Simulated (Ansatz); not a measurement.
BaTiHO2:
```yaml
crystal:
  lattice:
    - [4.03564, 0.00000, 0.00000]
    - [0.00000, 4.03564, 0.00000]
    - [0.00000, 0.00000, 7.92925]
  atoms:
    - { symbol: Ba, position: [0.50000, 0.50000, 0.25000] }
    - { symbol: Ti, position: [0.00000, 0.00000, 0.00000] }
    - { symbol: O, position: [0.50000, 0.00000, 0.00000] }
    - { symbol: O, position: [0.00000, 0.50000, 0.00000] }
    - { symbol: H, position: [0.00000, 0.00000, 0.25000] }
    - { symbol: Ba, position: [0.50000, 0.50000, 0.75000] }
    - { symbol: Ti, position: [0.00000, 0.00000, 0.50000] }
    - { symbol: O, position: [0.50000, 0.00000, 0.50000] }
    - { symbol: O, position: [0.00000, 0.50000, 0.50000] }
    - { symbol: H, position: [0.00000, 0.00000, 0.75000] }
```
The run is spin-polarised; directions of the spins, atom by atom: 0 ↑ 0 0 0 0 ↓ 0 0 0.

Relaxed with r²SCAN. Special points in fractions of this cell's reciprocal vectors: Γ (0.000, 0.000, 0.000); X (0.000, 0.500, 0.000); M (0.500, 0.500, 0.000); Z (0.000, 0.000, 0.500); R (0.000, 0.500, 0.500); A (0.500, 0.500, 0.500).

List the band energies nearest the Fermi level at these points for plane-wave PAW r²SCAN (Ansatz code).

In eV from the Fermi level; about four levels below and three above (degenerate sets whole), none deeper than 8.9 eV; points with the same levels are listed once.

| k | below | above |
|---|---|---|
| Γ ↑ | -2.93 -0.70 -0.70 0.00 | 0.58 0.79 0.92 0.92 |
| X ↑ | -4.56 -3.81 -3.35 -1.10 | 0.66 0.72 0.95 |
| M ↑ | -4.52 -4.52 -3.09 -3.00 | 0.94 0.99 0.99 |
| Z ↑ | -3.55 -3.55 -0.67 -0.67 | 0.01 0.56 0.95 0.95 |
| R ↑ | -4.29 -4.26 -4.24 -0.97 | 0.44 0.95 1.63 |
| A ↑ | -4.95 -4.95 -3.08 -3.01 | 0.99 0.99 2.22 |

Space group P4/mmm. The start of the workflow was typed in or built on a structure type; neither database checked (COD, Materials Project) lists it. Whether it is the stable phase at ambient conditions was not checked. The cell was relaxed with r²SCAN under the symmetry of its start, as lowered by the spin order; whether a distortion lowers the energy is not shown. Spin order of the final state: antiferromagnetic, chosen from 4 collinear starts compared on coarse meshes (ties went to the first, and starts can fall back to one state), not a proven ground state. Other orbital occupations within this spin state were not tried. No Hubbard U is applied. The compound may be a true metal, but semilocal functionals without U, or a wrong spin order, can also close a gap. Point labels and valley counts follow the cell and symmetry of the run, lower than the named group. Spin–orbit coupling is left out wherever it is not named.

Potentials: the later of the program's two PAW sets.
